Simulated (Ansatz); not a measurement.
Ansatz (a first-principles code) input:

Ansatz 0.2 input:
```yaml
crystal:
  lattice:
    - [5.4309749904, 0.0, 0.0]
    - [0.0, 5.4309749904, 0.0]
    - [0.0, 0.0, 10.0197619129]
  atoms:
    - { symbol: Al, position: [0.0, 0.5, 0.25] }
    - { symbol: Al, position: [0.5, 0.0, 0.75] }
    - { symbol: Cu, position: [0.0, 0.0, 0.0] }
    - { symbol: Cu, position: [0.0, 0.0, 0.5] }
    - { symbol: Cl, position: [0.2710084947, 0.2328856917, 0.8721650997] }
    - { symbol: Cl, position: [0.2328856917, 0.7289915053, 0.1278349003] }
    - { symbol: Cl, position: [0.7289915053, 0.7671143083, 0.8721650997] }
    - { symbol: Cl, position: [0.7671143083, 0.2710084947, 0.1278349003] }
    - { symbol: Cl, position: [0.2710084947, 0.7671143083, 0.6278349003] }
    - { symbol: Cl, position: [0.2328856917, 0.2710084947, 0.3721650997] }
    - { symbol: Cl, position: [0.7289915053, 0.2328856917, 0.6278349003] }
    - { symbol: Cl, position: [0.7671143083, 0.7289915053, 0.3721650997] }
kpoints:
  mp_grid: { grid: [3, 3, 2] }
hamiltonian:
  xc: hse06
  pseudopotentials: { kind: paw }
scf:
  n_extra_bands: 12
  occupations: { method: fixed }
output:
  eigenvalues: true
  eigenstates:
    e_range: [-9.0, 12.6]
    kpoints:
      - [0.5, 0.5, 0.0]  # VBM
      - [0.0, 0.0, 0.0]  # CBM
      - [0.0, 0.0, 0.0]  # GAMMA
      - [0.0, 0.0, 0.5]  # Z
      - [0.5, 0.5, 0.0]  # M
      - [0.5, 0.5, 0.5]  # A
      - [0.0, 0.5, 0.5]  # R
      - [0.0, 0.5, 0.0]  # X
```

Output (shortened):

```
Pseudopotential: Al, paw, valence charge 3
Pseudopotential: Cu, paw, valence charge 19
Pseudopotential: Cl, paw, valence charge 7
Functional definition: HSE06
davidson cushion auto → on  (no smearing: the cushion is to keep the highest requested band from converging to the state above it …
Crystal: 12 atoms, lattice volume = 295.538 Å³
Basis set: ecut = 420 eV, 5725 PW (Γ)
Bands: 62, of which v1, the nominal top of the filled ones, is band 50 counted from 1 (49 counted from 0)
Symmetry: 8 space group operations
Space group: P-42c (ITA 112), of the structure as read, at distance tolerance 6.7e-5 Å
k-points: 6 of 18
SCF iter   1: F=—  HF=-22975.323227 eV  |F-HF|=—  |Δ(HF+E_count)|=         —  Δρ=9.11e-4  dr2=1.44e-3  ethr=1.77e-3  ⟨swp⟩=9.5  Hψ=1880  notcnv=0
preconditioner: auto → none
SCF iter   2: F=—  HF=-22975.326660 eV  |F-HF|=—  |Δ(HF+E_count)|=   3.43e-3  Δρ=8.58e-4  dr2=1.70e-3  ethr=1.44e-6  ⟨swp⟩=6.8  Hψ=1657  notcnv=0
SCF iter   3: F=-22975.325886 eV  HF=-22975.326358 eV  |F-HF|=4.73e-4  |Δ(HF+E_count)|=   3.02e-4  Δρ=5.40e-4  dr2=5.67e-4  ethr=1.44e-6  ⟨swp⟩=4.0  Hψ=1047  notcnv=0
SCF 1 stopped early in 3 iterations: F = -22975.325886 eV  dr2 = 5.67e-4
Crystal: 12 atoms, lattice volume = 295.538 Å³
Exchange kernel: α = 0.2500, screened, ω = 0.2079 Å⁻¹, Wigner–Seitz truncation, v(0) = 1039.3509 eV·Å³, q-mesh 3×3×2, nearest image of the exchange supercell L …
Frozen-core exchange: fock
SCF iter   1: F=—  HF=-22980.923105 eV  |F-HF|=—  |Δ(HF+E_count)|=         —  Δρ=1.89e-2  dr2=7.51e-1  ethr=5.67e-6  ⟨swp⟩=7.8  Hψ=1940  notcnv=0
preconditioner: auto → none
SCF iter   2: F=—  HF=-22980.930993 eV  |F-HF|=—  |Δ(HF+E_count)|=   7.89e-3  Δρ=1.56e-2  dr2=5.48e-1  ethr=5.67e-6  ⟨swp⟩=6.0  Hψ=1655  notcnv=0
SCF iter   3: F=—  HF=-22980.763004 eV  |F-HF|=—  |Δ(HF+E_count)|=   1.68e-1  Δρ=3.54e-3  dr2=2.82e-2  ethr=5.67e-6  ⟨swp⟩=5.0  Hψ=1528  notcnv=0
SCF iter   4: F=—  HF=-22980.796061 eV  |F-HF|=—  |Δ(HF+E_count)|=   3.31e-2  Δρ=1.97e-3  dr2=7.73e-3  ethr=5.67e-6  ⟨swp⟩=4.0  Hψ=1209  notcnv=0
iter 5 solved again at ethr=3.29e-8 eV; its pass at ethr=5.67e-6 eV (dr2=3.29e-5 eV) is discarded
SCF iter   5: F=—  HF=-22980.794362 eV  |F-HF|=—  |Δ(HF+E_count)|=   1.70e-3  Δρ=1.34e-4  dr2=9.46e-5  ethr=3.29e-8  ⟨swp⟩=5.0  Hψ=2173  notcnv=0
SCF iter   6: F=—  HF=-22980.794930 eV  |F-HF|=—  |Δ(HF+E_count)|=   5.68e-4  Δρ=1.40e-4  dr2=6.76e-5  ethr=3.29e-8  ⟨swp⟩=5.5  Hψ=1404  notcnv=0
SCF iter   7: F=-22980.794907 eV  HF=-22980.794908 eV  |F-HF|=9.42e-7  |Δ(HF+E_count)|=   2.17e-5  Δρ=2.81e-5  dr2=3.21e-6  ethr=3.29e-8  ⟨swp⟩=4.0  Hψ=1009  notcnv=0
SCF 2 stopped early in 7 iterations: F = -22980.794907 eV  dr2 = 3.21e-6
hybrid outer 1: dexx = +4.021e-2 eV, tail = 1.77e-4 eV
Crystal: 12 atoms, lattice volume = 295.538 Å³
Exchange kernel: α = 0.2500, screened, ω = 0.2079 Å⁻¹, Wigner–Seitz truncation, v(0) = 1039.3509 eV·Å³, q-mesh 3×3×2, nearest image of the exchange supercell L …
Frozen-core exchange: fock
SCF iter   1: F=—  HF=-22980.794299 eV  |F-HF|=—  |Δ(HF+E_count)|=         —  Δρ=8.12e-5  dr2=1.07e-5  ethr=8.83e-7  ⟨swp⟩=3.0  Hψ=883  notcnv=0
preconditioner: auto → none
iter 2 solved again at ethr=3.64e-10 eV; its pass at ethr=9.00e-9 eV (dr2=3.64e-7 eV) is discarded
SCF iter   2: F=—  HF=-22980.794298 eV  |F-HF|=—  |Δ(HF+E_count)|=   9.80e-7  Δρ=1.72e-5  dr2=4.74e-7  ethr=3.64e-10  ⟨swp⟩=2.7  Hψ=2011  notcnv=0
SCF iter   3: F=-22980.794299 eV  HF=-22980.794299 eV  |F-HF|=2.25e-8  |Δ(HF+E_count)|=   8.66e-7  Δρ=6.46e-6  dr2=4.69e-8  ethr=3.64e-10  ⟨swp⟩=5.7  Hψ=1197  notcnv=0  defer=2
SCF 3 converged in 3 iterations: F = -22980.794299 eV  dr2 = 4.69e-8
hybrid outer 2: dexx = +1.113e-6 eV, tail = 2.23e-7 eV, Δε = 7.06e-3 eV (about 3.68e-4 eV left of the loop's levels)
NSCF: frozen V_eff on 8 k-points
hybrid SCF converged: 2 outer / 10 inner (+3 warm-up), last move |dexx| = 1.11e-6 eV, tail = 2.23e-7 eV
Stability not checked (fock_operator)
Free energy (F): -22980.794299 eV
Frozen-core exchange: fock
Harris-Foulkes:  -22980.794299 eV  (|F-HF|=2.25e-8)
Internal energy: -22980.794299 eV  (E = F + TS)
E sigma→0 (E₀):  -22980.794299 eV
Fermi energy:    2.077369 eV
--- Per-component energies (eV) ---
  E_band       = -1554.573834
  E_kinetic    = 1941.618368
  E_local      = -16177.318801  (includes V_loc(G=0)·N_el)
  E_nonlocal   = 1082.251304
  E_hartree    = 7031.779144
  E_xc         = -892.127726
  E_vxc        = -1003.619445  (∫ρ·V_xc dr)
  E_exx        = -349.771236  (= α·E_x^exact, valence–valence)
  E_paw        = -9456.037615  (= ΣΔE_a)
  E_vpaw       = -761.520585  (= ΣTr[D̂ρ^β])
  E_aug_tail   = 0.001274  (compensation charges beyond the density's cutoff)
  E_ewald      = -6159.759584
  E_core_change = -1.429428  (= ΣΔE_core)
  E_smearing   =  0.000000  (= −TS)
  E_closure    = 0.000000  (closes the sum)
  Σ components = -22980.794299   (vs F -22980.794299, Δ=3.64e-12)
  [band-id]    e_kinetic+e_local+e_nonlocal+2·e_hartree+e_vxc+2·e_exx+e_vpaw+e_augmentation_tail = -1554.572068   (vs E_band -1554.573834, Δ=1.77e-3)
--- Band table (eV; the first three rows and the last of 6) ---
  k-point 0: bands = ["-112.8891", "-112.8891", "-68.7777", "-68.7777", "-68.7777", "-68.7777", "-68.7553", "-68.7553", "-14.9406", "-14.6611", "-14.3199", "-14.0741", "-14.0741", "-14.0653", "-14.0653", "-13.9978", "-4.4504", "-4.3688", "-2.6015", "-2.5924", …
  k-point 1: bands = ["-112.8891", "-112.8891", "-68.7777", "-68.7777", "-68.7777", "-68.7777", "-68.7553", "-68.7553", "-14.8338", "-14.8338", "-14.1259", "-14.1259", "-14.0705", "-14.0705", "-14.0689", "-14.0689", "-4.4095", "-4.4095", "-2.6524", "-2.6524", …
  k-point 2: bands = ["-112.8891", "-112.8891", "-68.7777", "-68.7777", "-68.7777", "-68.7777", "-68.7553", "-68.7553", "-14.8036", "-14.6335", "-14.2582", "-14.1844", "-14.1485", "-14.1229", "-14.0522", "-14.0137", "-4.3639", "-4.2837", "-3.0864", "-2.7917", …
  k-point 5: bands = ["-112.8891", "-112.8891", "-68.7777", "-68.7777", "-68.7777", "-68.7777", "-68.7553", "-68.7553", "-14.6467", "-14.6467", "-14.2061", "-14.2061", "-14.1581", "-14.1581", "-14.0981", "-14.0981", "-4.3727", "-4.3727", "-3.1922", "-3.1922", …
```

Cost: roughly 6 core-minutes on shared cores.

The points marked VBM and CBM come from a semilocal run.

The first step of the workflow began from a Materials Project structure, measured or hypothetical; the Crystallography Open Database copy checked does not list it. COD files the formula under space group No. 33. Its standing as an ambient phase is unchecked. The cell was relaxed with r²SCAN under the symmetry of its start; whether a distortion lowers the energy is not shown. No spin polarisation was allowed.

Potentials: the later of the program's two PAW sets.

Ansatz is a plane-wave DFT program.
